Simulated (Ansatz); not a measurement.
Sr (fcc, Cu type): energy over volume and axial ratio

Sr (fcc, Cu type), conventional cell a = b = c = 6.100 Å, α = β = γ = 90.00°. The calculation uses the primitive cell of 1 atom, to which meshes and values per cell refer.

Grid over V/V₀ and (c/a)/(c/a)₀, subscript 0 meaning the relaxed cell; the conventional c axis lies along z; no internal relaxation.

Method: r2SCAN (plane waves to 500 eV, PAW, scalar-relativistic; Ansatz, a program for electronic structure). k mesh 13×13×13 (Γ-centred), Fermi-Dirac smearing 0.05 eV. E stands for the smeared free energy. Stress and pressure are positive under compression. With partly filled bands, the response to shear is sensitive to the k mesh, so small differences along c/a are uncertain. Sr was relaxed with its symmetry unable to fall. The zero of ΔE is the relaxed starting cell.

ΔE (kJ/mol of atoms), with V/V₀ across and (c/a)/(c/a)₀ down:

| (c/a)/(c/a)₀ \ V/V₀ | 0.920 | 0.960 | 1.000 | 1.040 | 1.080 |
|---|---|---|---|---|---|
| 0.880 | 1.7 | 0.7 | 0.4 | 0.8 | 1.6 |
| 0.940 | 1.5 | 0.5 | 0.1 | 0.4 | 1.3 |
| 1.000 | 1.4 | 0.3 | 0.0 | 0.3 | 1.2 |
| 1.060 | 1.6 | 0.5 | 0.2 | 0.5 | 1.4 |
| 1.120 | 2.3 | 1.3 | 1.0 | 1.4 | 2.3 |

P (GPa), with V/V₀ across and (c/a)/(c/a)₀ down:

```tsv
(c/a)/(c/a)₀ \ V/V₀	0.920	0.960	1.000	1.040	1.080
0.880	1.0	0.5	0.0	-0.5	-0.8
0.940	1.1	0.5	0.0	-0.4	-0.8
1.000	1.1	0.5	0.0	-0.4	-0.8
1.060	1.1	0.5	0.0	-0.4	-0.8
1.120	1.0	0.4	-0.1	-0.5	-0.8
```

What the scan shows:

Lowest place on the grid: V/V₀ = 1.000, (c/a)/(c/a)₀ = 1.000 (0 meV/atom). Highest place on the grid: V/V₀ = 1.080, (c/a)/(c/a)₀ = 1.120 (24 meV/atom).

(A scan under strain: stresses follow from slopes of the energy per volume, elastic moduli from its curvatures.)
